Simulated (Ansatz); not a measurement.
This cell of SiC (wurtzite) is off equilibrium:

```xyz
8
Lattice="6.1510 0.0000 0.0000 -1.5377 2.6634 0.0000 0.0000 0.0000 5.0486" Properties=species:S:1:pos:R:3 pbc="T T T"
Si     1.5415     0.8900    -0.0126
Si     4.6095     0.8856     0.0176
Si     0.0038     1.7778     2.5419
Si     3.0717     1.7735     2.5117
C      1.4554     0.8403     3.1848
C      4.6956     0.9354     3.1230
C     -0.0824     1.7281     0.5987
C      3.1578     1.8232     0.6605
```

Computed with r2SCAN (plane waves to 500 eV, PAW, scalar-relativistic; Ansatz, a first-principles code). k mesh 6×12×7 (Γ-centred), Fermi-Dirac smearing 0.05 eV. Stress and pressure are positive under compression. SiC was relaxed with its symmetry unable to fall. The PAW data are Ansatz's earlier set.

Predict the force on every atom, in eV/Å.


```tsv
atom	Fx	Fy	Fz
Si1	-0.517	-0.298	1.056
Si2	-0.064	-0.037	-1.298
Si3	0.064	0.037	-1.298
Si4	0.517	0.298	1.056
C5	2.396	1.384	-0.903
C6	-3.091	-1.785	1.145
C7	3.091	1.785	1.145
C8	-2.396	-1.384	-0.903
```

Give the stress tensor in GPa and the pressure.


```
   3.07     0.85     0.00
   0.85     2.09     0.00
   0.00     0.00     1.75
```
The pressure, a third of the trace, is 2.30 GPa.

(For displaced atoms, the force is minus the slope of the energy, and its curvature is a force constant, which sets phonon frequencies.)
